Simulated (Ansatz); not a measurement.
TiNi:
```xyz
4
Lattice="4.2051 0.0000 0.0000 0.0000 2.6933 0.0000 0.0000 0.0000 4.5836" Properties=species:S:1:pos:R:3 pbc="T T T"
Ti     1.0513     1.3466     3.2808
Ti     3.1538     1.3466     1.3028
Ni     1.0513     0.0000     0.8321
Ni     3.1538     0.0000     3.7515
```

Relaxed with PBEsol. Special points in fractions of this cell's reciprocal vectors: Γ (0.000, 0.000, 0.000); X (0.500, 0.000, 0.000); S (0.500, 0.500, 0.000); Y (0.000, 0.500, 0.000); Z (0.000, 0.000, 0.500); U (0.500, 0.000, 0.500); R (0.500, 0.500, 0.500); T (0.000, 0.500, 0.500).

Question: List the band energies nearest the Fermi level at these points for PBEsol (plane waves, PAW; program Ansatz).

Answer: In eV from the Fermi level; about four levels below and three above (degenerate sets whole), none deeper than 8.9 eV; points with the same levels are listed once.

```json
[
 {"k": "Γ", "below": "-1.54 -1.41 -0.56 -0.05", "above": "0.19 0.32 0.75"},
 {"k": "X", "below": "-1.54 -1.54 -0.70 -0.70", "above": "0.56 0.56 0.84 0.84"},
 {"k": "S", "below": "-0.48 -0.48 -0.15 -0.15", "above": "1.11 1.11 2.90 2.90"},
 {"k": "Y", "below": "-1.91 -1.29 -1.15 -1.03", "above": "0.20 0.43 0.64"},
 {"k": "Z", "below": "-1.50 -0.95 -0.18 -0.02", "above": "0.20 0.35 1.16"},
 {"k": "U", "below": "-1.29 -1.29 -0.50 -0.50", "above": "1.03 1.03 1.90 1.90"},
 {"k": "R", "below": "-1.38 -1.38 -0.33 -0.33", "above": "0.65 0.65 1.00 1.00"},
 {"k": "T", "below": "-0.71 -0.51 -0.19 -0.16", "above": "0.53 0.73 2.42"}
]
```

Space group Pmma. The first step of the workflow began from a Materials Project structure, measured or hypothetical; the Crystallography Open Database copy checked does not list it. COD files the formula under space group No. 11, 147. Its standing as an ambient phase is unchecked. The PBEsol relaxation kept the symmetry of its start. At this level the phase is mechanically unstable. The run is not spin-polarised.

Potentials: the later of the program's two PAW sets.
